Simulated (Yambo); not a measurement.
```xyz
4
Lattice="2.8692 1.6565 2.3416 -2.8692 1.6565 2.3416 0.0000 -3.3130 2.3416" Properties=species:S:1:pos:R:3 pbc="T T T"
F      1.4301    -2.4771     3.5124
F      1.4301     2.4771     3.5124
F     -2.8603     0.0000     3.5124
Sc     0.0000     0.0000     0.0000
```

Response from Yambo on PBEsol (Quantum ESPRESSO, PseudoDojo norm-conserving, 84 Ry, without SOC) bands: 8×8×8 mesh, 54 bands, 4 Ry local-field block, 0.2 eV broadening.

Task: Give the static electronic dielectric constant without and with local fields along each axis.

Result: 
| field along | ε(0), independent particles | ε(0), RPA with local fields | refractive index √ε |
|---|---|---|---|
| x | 2.27 | 2.19 | 1.48 |
| z | 2.27 | 2.19 | 1.48 |
Electronic (clamped-ion) response only. PBEsol gaps are usually too small, which raises these values. Convergence of the RPA response with its 8×8×8 mesh was not tested. x, y and z are Cartesian axes of the cell as given.

Geometry strained from the cell relaxed with PBEsol, atoms relaxed again.
